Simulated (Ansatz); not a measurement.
Values for one crystal, relaxed and computed with the program Ansatz at the PBEsol level (PAW); other levels are named.

```yaml
volume_per_atom: 22.64 Å³
electronic_character: no gap, with almost no states at the Fermi level (zero-gap or semimetallic)
Bulk modulus (Birch–Murnaghan fit): 66.2 GPa
Density of states at the Fermi level: 0.00 states/eV per atom (mean over ±0.08 eV)
Pressure derivative B′: 4.8
HSE06 gap on the PBEsol cell: 0.75 eV (a hybrid on a coarse mesh can open a false gap in a semimetal)
Formation energy from the elements (no fitted shifts): -0.36 eV/atom
```

Which of these materials gives this?
A. SnTe, rock salt
B. EuSe, rock salt
C. ZnCu2SnSe4, I-4 (Pearson symbol tI16)
D. EuSnP, P4/nmm (P on 2c, Eu on 2c, Sn on 2c)

C, ZnCu2SnSe4, I-4 (Pearson symbol tI16)

The cell was relaxed with PBEsol under the symmetry of its start. No spin polarisation was allowed. The references are the lowest solids computed at this level, not always the standard phases. Spin–orbit coupling is left out wherever it is not named.

Potentials: the later of the program's two PAW sets.
